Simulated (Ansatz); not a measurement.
Sr2FeClO3, several self-consistent solutions

```
CELL_PARAMETERS angstrom
3.92390 0.00000 0.00000
0.00000 3.92390 0.00000
0.00000 0.00000 14.29760
ATOMIC_POSITIONS crystal
Sr 0.50000 0.00000 0.34513
Sr 0.00000 0.50000 0.65487
Sr 0.50000 0.00000 0.09641
Sr 0.00000 0.50000 0.90359
Fe 0.00000 0.50000 0.20748
Fe 0.50000 0.00000 0.79252
Cl 0.00000 0.50000 0.42522
Cl 0.50000 0.00000 0.57478
O 0.00000 0.00000 0.23115
O 0.50000 0.50000 0.23115
O 0.50000 0.50000 0.76885
O 0.00000 0.00000 0.76885
O 0.00000 0.50000 0.07533
O 0.50000 0.00000 0.92467
```

Computed with plane-wave PAW DFT (Ansatz 0.2.0): r2SCAN with U_eff = 3.1 eV on Fe d (all-electron-ortho-atomic projectors), 500 eV cutoff, 7×7×2 Γ-centred mesh, fermi-dirac occupations of width 0.050 eV. The atoms are fixed and numbered as listed; spin is collinear, without spin-orbit coupling.

Different starts of the self-consistent cycle ended in different solutions. Their moments in μB:

```csv
state,Fe5,Fe6,other atoms together,size of the net moment a cell
A,3.85,-3.85,0.00,0.00
B,3.85,3.85,1.29,10.00
C,0.00,0.00,0.00,0.00
```

Site moments are taken in small spheres that don't touch (radius about 0.4 of the atom's shortest bond), so those of the magnetic atoms read low, and they needn't add up to the net moment. State C was run without spin polarisation.

Rank the states by energy at zero smearing.

State A (antiparallel, compensated) comes first by a margin too small to trust; B (parallel moments) lies 0.2 meV above it, C (without moments) lies 418 meV above it, all counted an atom of the cell. The two lowest differ by only 1.1 meV for each atom with a column above, which mesh or functional could overturn.

Which states have a gap on the mesh, and what pressure does each exert on this cell?

A: gap 1.06 eV, 1.5 GPa; B: gap 1.06 eV, 1.5 GPa; C: no gap, -5.1 GPa (positive in compression). Moments take up room: without them the pressure is lower, so that state wants a smaller cell.

How much does the cell gain by forming moments?

418 meV an atom of the cell, or 2925 meV for each Fe atom, against state C, which has none. A run without spin would miss this and give wrong energies and forces. That state isn't the paramagnet, which keeps its moments, so this is no ordering energy, and a U raises it further by its penalty on part-filled orbitals.

The cell is that of a Crystallography Open Database entry, unchanged.

Caveats: only orders that fit this cell and collinear spins were tried, so the true order may need a larger cell or canted moments; atoms and cell are not relaxed, and each state would relax in its own way; the U is a value in common use, not computed for this crystal; the k mesh is coarse, so differences of a few meV are uncertain where a state is a metal; one start a pattern, so a lower state of the same pattern may exist; the nearest magnetic pairs stand parallel in every state found, so their coupling isn't measured.
